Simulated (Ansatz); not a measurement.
**MoSe$_{4}$: reading a single point**

```
Mo Se
1.0
     5.87754    0.00000    0.00000
     2.93877   -6.16130    0.00000
     2.26951    0.00000   -6.02516
Mo Se
2 8
Direct
  0.06241 0.87518 0.75000
  0.93759 0.12482 0.25000
  0.36236 0.82282 0.32203
  0.81482 0.82282 0.17797
  0.63764 0.17718 0.67797
  0.18518 0.17718 0.82203
  0.49503 0.55770 0.81004
  0.94727 0.55770 0.68996
  0.50497 0.44230 0.18996
  0.05273 0.44230 0.31004
```

Single point in Ansatz 0.2.0 with r2SCAN, no spin polarisation. Cutoff 500 eV, PAW datasets, 5×5×5 Γ-centred k mesh, fermi-dirac filling (width 0.0392 eV).

Q: Is the cell too large or too small?

A: The pressure is 3.8 GPa (compression positive), so with the atoms held at these fractions the cell would first expand; the forces are large, so a full relaxation may end otherwise. The principal stresses -0.5, 1.6, 10.5 GPa differ, so its shape would change too.

Q: Describe some of the short contacts.

A: Se–Se at 2.47 Å: least valence density 0.56 e/Å³ and ELF 0.60 there. Mo–Se at 2.61 Å: least valence density 0.43 e/Å³ and ELF 0.29 there. Both are smooth PAW fields, read partly inside the augmentation spheres.

Q: What is the formation energy?

A: 0.37 eV an atom against the elements' usual phases (free molecules for gases, crystals otherwise, with no correction for O₂ or N₂), so at this geometry it isn't bound against them. Relaxing would lower it.

Q: Which element gives electrons and which takes them?

A: Bader charges in e: Mo +0.98, Se -0.37 to -0.13. In the mean Mo gives up most and Se takes most.

Q: Is there a gap?

A: It is a metal, with about 7.5 states/eV a cell as the mean within 0.25 eV of the Fermi level, mostly Se p (54 %) and Mo d (36 %).

Origin: a known structure type with other elements, at an estimated volume, so it need not be a known compound. Caveats: many states at the Fermi level without spin polarisation, so a magnetic state may lie lower; atoms or cell far from equilibrium.
